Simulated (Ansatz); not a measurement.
**Pressure against volume: SrTiO$_{3}$**

Space group Pm-3m (No. 221). a = 3.825 Å, b = 3.825 Å, c = 3.825 Å, α = 90.00°, β = 90.00°, γ = 90.00°
```csv
atom,site,symmetry,x,y,z
Sr,1a,m-3m,0.0000,0.0000,0.0000
Ti,1b,m-3m,0.5000,0.5000,0.5000
O,3c,4/mm.m,0.0000,0.5000,0.5000
```

The runs use the primitive cell with vectors (3.825, 0.000, 0.000), (0.000, 3.825, 0.000), (0.000, 0.000, 3.825) Å, to which the k mesh refers.

The cell comes from COD entry 7212245, which wasn't checked; take it as a given geometry. The listed cell was then made from it by scaling, straining or moving an atom.

All numbers are computed: DFT, PBEsol, all-electron LAPW, scalar-relativistic (Ansatz 0.2.0); DFT, PBEsol, PAW with Ansatz's default frozen-core files, scalar-relativistic (Ansatz 0.2.0).

For LAPW: a Γ-centred 7×7×7 k mesh, Fermi–Dirac smearing of 0.05 eV, basis error target 1 meV/atom, no spin polarisation. PAW takes a cutoff of 420 eV at this cell (files made with PBE, cores remade for this functional). The Ansatz runs share mesh, smearing and spin set-up. Plane-wave (PAW) pressures include the program's estimate of the Pulay term.

The cell above is scaled evenly, with fractional coordinates and shape held.

```csv
V/V(cell),V (Å³/atom),"P, LAPW (GPa)","P, PAW (GPa)","gap on the k mesh, LAPW (eV)","free energy over the lowest listed, PAW (meV/atom)"
1.0000,11.195,10.62,10.65,2.01,18.7
1.0213,11.433,?,?,?,?
1.0426,11.671,1.79,1.81,1.93,0.6
1.0532,11.790,-0.14,-0.12,1.91,0.0
1.0745,12.029,-3.68,-3.67,1.88,2.9
1.0851,12.148,-5.31,-5.30,1.86,6.2
1.1064,12.386,-8.32,-8.32,1.82,16.4
1.1277,12.624,-11.02,-11.02,1.78,30.8
```

Problem. Fill in the row V/V(cell) = 1.0213.

Solution. P, LAPW (GPa) = 5.96, P, PAW (GPa) = 5.99, gap on the k mesh, LAPW (eV) = 1.97, free energy over the lowest listed, PAW (meV/atom) = 6.3.

Problem. What do Birch–Murnaghan fits to the pressures give?

Solution. LAPW: V0 = 11.78 Å³/atom, B0 = 186 GPa, B0′ = 4.4; PAW: V0 = 11.78 Å³/atom, B0 = 186 GPa, B0′ = 4.4.

PAW's V0 lies 0.01 % from the all-electron value and its B0 0.1 %. Symmetry fixes shape and coordinates here, so this is the relaxed modulus.
